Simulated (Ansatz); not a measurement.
BN:
```xyz
4
Lattice="2.4889 0.0000 0.0000 -1.2445 2.1555 0.0000 0.0000 0.0000 6.4927" Properties=species:S:1:pos:R:3 pbc="T T T"
B      0.0000     1.4370     1.6232
B      1.2445     0.7185     4.8695
N      0.0000     1.4370     4.8695
N      1.2445     0.7185     1.6232
```

x, y and z are the axes in which the lattice vectors are written.

**Question.** Give the high-frequency dielectric tensor and the Born effective charge tensors of the independent atoms from DFPT, plane-wave PAW LDA (Ansatz code).

**Answer.** 
ε∞:
```
4.89  0.00  0.00
0.00  4.89  0.00
0.00  0.00  2.85
```
Z* of atom 1 (B), rows: field, columns: displacement, in e:
```
2.71  0.00  0.00
0.00  2.71  0.00
0.00  0.00  0.80
```
Z* of atom 3 (N), rows: field, columns: displacement, in e:
```
-2.71   0.00   0.00
 0.00  -2.71   0.00
 0.00   0.00  -0.80
```

Space group P6_3/mmc. The cell was relaxed with LDA under the symmetry of its start. A crystal of weakly bound layers computed without a dispersion correction: the cell and the soft elastic constants depend strongly on that.

Potentials: the later of the program's two PAW sets.
